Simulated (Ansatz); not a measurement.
**Relaxing a structure of Hf**

The start is a relaxed Hf cell with every coordinate shifted by Gaussian noise of σ = 0.3 Å. A full variable-cell relaxation at zero pressure is run with PBEsol (plane waves to 420 eV, PAW, scalar-relativistic; Ansatz, a first-principles code). The first steps use a coarse 12×12×7 k-mesh.

Initial structure:
```yaml
crystal:
  lattice:
    - [3.15907, 0.00000, 0.00000]
    - [-1.57954, 2.73584, 0.00000]
    - [0.00000, 0.00000, 4.99993]
  atoms:
    - { symbol: Hf, position: [0.19936, 0.69920, 0.70736] }
    - { symbol: Hf, position: [0.45603, 0.11975, 0.15538] }
```

How much energy is released per atom?

0.34 eV/atom.

Is the parent structure recovered?

The parent structure is recovered, P6₃/mmc (No. 194).

How do the shortest distances between atoms change?

The closest pairs of elements (up to four, under 3.6 Å), start → end: Hf–Hf 2.52 → 3.09 Å.

Is the relaxed structure metallic? Give its gap.

No gap (metallic).

It ends as:

```cif
data_Hf2
_chemical_formula_sum 'Hf2'
_space_group_name_H-M_alt 'P63/mmc'
_space_group_IT_number 194
_space_group_name_Hall '-P 6c 2c'
_cell_length_a 3.15906
_cell_length_b 3.15906
_cell_length_c 4.99997
_cell_angle_alpha 90.000
_cell_angle_beta 90.000
_cell_angle_gamma 120.000
loop_
_atom_site_label
_atom_site_type_symbol
_atom_site_symmetry_multiplicity
_atom_site_Wyckoff_symbol
_atom_site_fract_x
_atom_site_fract_y
_atom_site_fract_z
_atom_site_occupancy
Hf1 Hf 2 c 0.33333 0.66667 0.25000 1
```

Final values are on a 17×17×9 k-mesh of the relaxed cell. The start holds a very short contact (Hf–Hf 2.52 Å). No spin polarisation in the result.

The run could not lose the symmetry of its start.
